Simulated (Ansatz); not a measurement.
CuCl:
```
CELL_PARAMETERS angstrom
      0.00000     2.71203     2.71203
      2.71203     0.00000     2.71203
      2.71203     2.71203     0.00000
ATOMIC_POSITIONS crystal
  Cu 0.00000 0.00000 0.00000
  Cl 0.75000 0.75000 0.75000
```

Relaxed with PBE. The program Ansatz at the PBE level (PAW) gives a gap of 0.53 eV.

**Question.** What gap does HSE06 give on the same cell (Ansatz, PAW)?

**Answer.** 2.36 eV, 1.84 eV more. The hybrid was solved on a coarser mesh and at special points; its gap is the smallest among all of these.

```csv
k,v1 PBE,c1 PBE,v1 HSE06,c1 HSE06
Γ,0.00,0.53,0.00,2.36
X,-1.08,3.44,?,?
L,-0.55,2.87,?,?
W,-0.77,5.04,?,?
K,-0.86,4.20,?,?
```

**Question.** Top valence (v1) and lowest conduction level (c1) in eV from each method's valence maximum (which need not be a listed point): supply the withheld HSE06 values.

**Answer.** 
- L, v1 HSE06: -0.65
- L, c1 HSE06: 4.82
- X, v1 HSE06: -1.36
- X, c1 HSE06: 5.06
- W, v1 HSE06: -1.00
- W, c1 HSE06: 6.74
- K, v1 HSE06: -1.09
- K, c1 HSE06: 5.96

Cost on shared cores: the PBE run (SCF on a 9×9×9 mesh, then bands and DOS) very roughly 20 core-seconds, the HSE06 run (SCF on 7×7×7, then a few points) about 2.8 core-minutes (a rough figure); the tasks are unlike.

Space group F-43m (zinc blende). The cell was relaxed with PBE under the symmetry of its start; phonons on a q-mesh show no instability. No spin polarisation was allowed.

Potentials: the later of the program's two PAW sets.
